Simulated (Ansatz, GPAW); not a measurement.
Given: the input of a run of Ansatz 0.2.0 on HfMo. The cell comes from a database or a generator and needn't be the stable form of this composition.

The input input.yaml:

```yaml
crystal:
  lattice:
    - [1.6712035, -2.472467, 0.0]
    - [1.6712035, 2.472467, 0.0]
    - [0.0, 0.0, 4.447011]
  atoms:
    - { symbol: Hf, position: [0.0, 0.0, 0.0] }
    - { symbol: Mo, position: [0.5, 0.5, 0.5] }
kpoints:
  mp_grid: { grid: [10, 10, 6] }
scf:
  occupations: { method: gaussian, width: 0.05 }
hamiltonian:
  xc: lda
  pseudopotentials: { kind: all_electron, lapw: { basis_error: 0.001 } }
output:
  forces: true
  stress: true
  eigenvalues: true
```

Potentials or basis: all-electron LAPW, scalar-relativistic.

Command:

```console
$ ansatz run input.yaml --threads 1 --pin off --max-ram 3072MiB --backend cpu --events-out ev --progress --plain --runs-dir out
```

**Question.** Translate it to GPAW 26.7.0 (ASE script). Potentials or basis there: the program's PAW data sets (release 1.2.1) made for this functional, cutoff 600 eV.

**Answer.** As run (cutoffs and basis follow the program's own potentials, and thresholds, step limits or extra output files can differ):

File run.py:

```python
from ase import Atoms
from ase.dft.bandgap import bandgap
from ase.io import write
from ase.units import GPa
from gpaw import GPAW, PW

atoms = Atoms(['Hf', 'Mo'],
              cell=[[1.6712035, -2.472467, 0.0],
                    [1.6712035, 2.472467, 0.0],
                    [0.0, 0.0, 4.447011]],
              scaled_positions=[[0.0, 0.0, 0.0],
                                [0.5, 0.5, 0.5]],
              pbc=True)

calc = GPAW(mode=PW(600),
            xc='LDA',
            kpts={'size': (10, 10, 6), 'gamma': True},
            occupations={'name': 'methfessel-paxton', 'order': 0, 'width': 0.05},
            nbands=26,
            convergence={'density': 1e-05, 'energy': 1e-05},
            maxiter=150,
            txt='gpaw.txt')
atoms.calc = calc
energy = atoms.get_potential_energy()
forces = atoms.get_forces()
stress = atoms.get_stress()
calc.write('gs.gpw')
write('result.traj', atoms)
print(f'Energy: {energy:.6f} eV')
print('Forces (eV/A):')
print(forces.round(4))
print('Stress (GPa):', (stress / GPa).round(3))
print('Fermi level:', round(calc.get_fermi_level(), 4), 'eV')
print(f'Gap: {bandgap(calc)[0]:.4f} eV, direct: {bandgap(calc, direct=True)[0]:.4f} eV')
```

Potentials or basis: the program's PAW data sets (release 1.2.1) made for this functional, pw.

Launch:

```console
$ OMP_NUM_THREADS=1 python run.py
```

Both were run:

|  | Ansatz | GPAW |
| --- | --- | --- |
| Pressure | -10.7 GPa | -10.6 GPa |

Where Ansatz's input types no cutoff or centring, it takes its own default and a Γ-centred mesh.

The two programs' LDA may be different fits to the electron gas.

The cell lies far from this level's equilibrium.

Pressure is positive in compression.
